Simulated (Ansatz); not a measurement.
ZnGaNO in space group Pna2_1 (No. 33; Zn on 4a, Ga on 4a, O on 4a, N on 4a), DFT-PBE in the program Ansatz with PAW potentials. The conduction-band minimum lies at Γ, with 1 equivalent valley. Second derivatives d²E/dk² of the lowest band at one valley (eV·Å²), along Cartesian directions:

```json
[
 {"direction": "[100]", "d²E/dk²": "49.00"},
 {"direction": "[010]", "d²E/dk²": "53.45"},
 {"direction": "[001]", "d²E/dk²": "57.63"},
 {"direction": "[110]", "d²E/dk²": "51.23"},
 {"direction": "[101]", "d²E/dk²": "53.32"},
 {"direction": "[011]", "d²E/dk²": "55.54"}
]
```

Task: Find the principal effective masses, the density-of-states mass and the conductivity mass.

Result: Off-diagonal terms follow from H_xy = H[110] − (H_xx + H_yy)/2, and m*/mₑ = 7.620 eV·Å² over each eigenvalue: 0.13, 0.14, 0.16. One valley's DOS mass (m₁m₂m₃)^(1/3) = 0.14, conductivity mass 3/(Σ 1/mᵢ) = 0.14 mₑ.

Task: What effective density of states Nc follows at 300 K for parabolic valleys?

Result: Nc = 2.509e19 × 1 × (0.14)^(3/2) ≈ 1.3e18 cm⁻³.

The start of the workflow was typed in or built on a structure type; neither database checked (COD, Materials Project) lists it. Its standing as an ambient phase is unchecked. The PBE relaxation kept the symmetry of its start; whether a distortion lowers the energy is not shown. Spin–orbit coupling is left out wherever it is not named.

Potentials: the earlier of the program's two PAW sets.

Edges and masses are those of Kohn–Sham bands, whose gap is no quasiparticle gap.
